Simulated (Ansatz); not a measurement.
Problem. Name crystals whose computed values (DFT-PBEsol in the program Ansatz with PAW potentials) fall in these windows: B₀ by P(V) fit (GPa) 79 to 100; highest Γ mode, no LO–TO term (cm⁻¹) 450 to 640.

Solution. 

```tsv
crystal	B₀ by P(V) fit (GPa)	highest Γ mode, no LO–TO term (cm⁻¹)
Ag2O, Pn-3m (Ag on 4c, O on 2a)	87.7	563
BeS, wurtzite	96.9	610
AlP, P6_222 (Al on 3d, P on 3c)	95.8	468
SiGe, Pmma (Si on 2e, Si on 2f, Ge on 2e, Ge on 2f)	80.9	480
MnF2, rutile	91.5	452
```
Others may fit too.

Spin orders computed, not proven ground states: MnF2, rutile antiferromagnetic. Typed or built starts, not in the databases checked: BeS, wurtzite; AlP, P6_222 (Al on 3d, P on 3c); SiGe, Pmma (Si on 2e, Si on 2f, Ge on 2e, Ge on 2f). Not the usual ambient phase: AlP, P6_222 (Al on 3d, P on 3c). Unstable at this level: Ag2O, Pn-3m (Ag on 4c, O on 2a). All cells were relaxed under the symmetry of their starts (and spin orders); stability against distortions was not tested throughout. Rows with no word on spin ran without spin polarisation. No Hubbard U is applied. Spin–orbit coupling is left out wherever it is not named.

Potentials: the later of the program's two PAW sets.
